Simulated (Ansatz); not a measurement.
Space group I4/mcm (No. 140). a = 5.109 Å, b = 5.109 Å, c = 4.244 Å, α = 90.00°, β = 90.00°, γ = 90.00°
```
atom site symmetry x y z
  Cr    8h m.2m  0.1660  0.6660  0.0000
   B    4a       422  0.0000  0.0000  0.2500
```

Equation of state of this Cr2B structure (not necessarily the ground state), with shape and atoms relaxed at each volume where symmetry leaves them free. It has no gap at any of these volumes. These are results of Ansatz, DFT r2SCAN, scalar-relativistic, plane waves, PAW, not measurements.

Cutoff 500 eV; k points 12×12×12 on the computed 6-atom cell (Γ-centred); Gaussian smearing, width 0.10 eV; no spin polarisation.

| V (Å³/atom) | E − E(largest V) (meV/atom) | P (GPa) |
| --- | --- | --- |
| 8.678 | 6.52 | 21.96 |
| 8.955 | -20.93 | 10.13 |
| 9.232 | -29.41 | -0.01 |
| 9.508 | -21.66 | -8.69 |
| 9.785 | 0.00 | -16.13 |

Task: Fit a third-order Birch–Murnaghan equation to E(V).

Result: V0 = 9.23 Å³/atom, B0 = 313 GPa, B0' = 4.1.